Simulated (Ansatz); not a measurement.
Polymorphs of Ge, each relaxed with the program Ansatz at the r²SCAN level (PAW):

A: P6_3/mmc
a = b = 4.003 Å, c = 13.145 Å, α = β = 90.00°, γ = 120.00°

```csv
atom,site,symmetry,x,y,z
Ge,4e,3m.,0.0000,0.0000,0.0932
Ge,4f,3m.,0.3333,0.6667,0.1559
```

B: diamond (Fd-3m)
a = b = c = 5.6734 Å, α = β = γ = 90.00°

```csv
atom,site,symmetry,x,y,z
Ge,8a,-43m,0.0000,0.0000,0.0000
```

Problem. Rank these by energy per atom at 0 K (lowest first), as r²SCAN gives it.

Solution. B (+0 meV/atom), A (+6 meV/atom)

Problem. Give each one's gap.

Solution. A 0.27 eV; B 0.36 eV.

Not the usual ambient phase: A. All cells were relaxed under the symmetry of their starts (and spin orders); stability against distortions was not tested throughout. Spin–orbit coupling is left out wherever it is not named.

Energies hold the estimated change up to a 700 eV cutoff; steps of a few meV lie near the error of the meshes.

Potentials: the later of the program's two PAW sets.
